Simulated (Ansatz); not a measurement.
BaS (rock salt, space group No. 225), PBEsol in the plane-wave PAW code Ansatz: ε∞ = 4.99, cell volume 63.45 Å³. Infrared-active transverse modes:

```json
[
 {"ω_TO (cm⁻¹)": "144.9", "oscillator strength S_xx (e²/amu)": "0.2635"}
]
```

Q: Compute the static dielectric constant.

A: Each mode adds (4.921e7/V) S/ω²: 9.73. So ε0 = 14.7.

Q: What LO frequency does the Lyddane–Sachs–Teller relation give?

A: ω_LO = ω_TO √(ε0/ε∞) = 249 cm⁻¹.

Space group Fm-3m (rock salt). Symmetry was held in the PBEsol relaxation; of distortions, only those at the zone centre were tested. Scalar-relativistic: spin–orbit coupling is off unless named, which matters more the heavier the elements.

Potentials: the later of the program's two PAW sets.
